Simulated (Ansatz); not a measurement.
The start is a relaxed Cu2O cell, doubled along one cell vector, shaken by Gaussian noise of σ = 0.08 Å a coordinate. Cell shape, volume and atoms are optimised at zero target pressure with r2SCAN (plane waves to 500 eV, PAW, scalar-relativistic; Ansatz, a program for electronic structure). The first steps use a coarse 9×9×3 k-mesh.

Starting cell:
```
CELL_PARAMETERS angstrom
      2.83560     0.00000     0.00000
     -1.41780     2.45570     0.00000
      0.00000     0.00000     8.77299
ATOMIC_POSITIONS crystal
  O  0.98830 0.97416 0.99084
  O  0.06598 0.04160 0.49561
  Cu 0.32086 0.65204 0.14856
  Cu 0.31986 0.66021 0.63332
  Cu 0.64240 0.30776 0.34056
  Cu 0.67748 0.31625 0.87647
```

Q: What pressure does the first self-consistent step give?

A: +7 GPa (positive: the cell is compressed).

Q: By how much does the energy per atom fall from start to end?

A: 0.09 eV/atom.

Q: Does it find its way back to the structure it was made from?

A: The parent structure is recovered, P-3m1 (No. 164).

Q: How do the shortest distances between atoms change?

A: The closest pairs of elements (up to four, under 3.6 Å), start → end: Cu–O 1.89 → 2.07 Å; Cu–Cu 2.33 → 2.46 Å; O–O 2.84 → 2.84 Å.

Q: What band gap does the relaxed structure have at this level?

A: No gap (metallic).

Relaxed structure:

```cif
data_Cu2O
_chemical_formula_sum 'O1 Cu2'
_space_group_name_H-M_alt 'P-3m1'
_space_group_IT_number 164
_space_group_name_Hall '-P 3 2"'
_cell_length_a 2.83559
_cell_length_b 2.83559
_cell_length_c 4.38649
_cell_angle_alpha 90.000
_cell_angle_beta 90.000
_cell_angle_gamma 120.000
loop_
_atom_site_label
_atom_site_type_symbol
_atom_site_symmetry_multiplicity
_atom_site_Wyckoff_symbol
_atom_site_fract_x
_atom_site_fract_y
_atom_site_fract_z
_atom_site_occupancy
O1 O 1 a 0.00000 0.00000 0.00000 1
Cu1 Cu 2 d 0.33333 0.66667 0.29055 1
```

Final values are on a 19×19×11 k-mesh of the relaxed cell. No spin polarisation in the result. No Hubbard U is applied.

The relaxed structure here is a generated cell of Cu2O: the first start was made by placing the elements on the sites of a structure type, and the end was not matched to a known phase here, so it may be hypothetical. Known forms of Cu2O include space group No. 224.
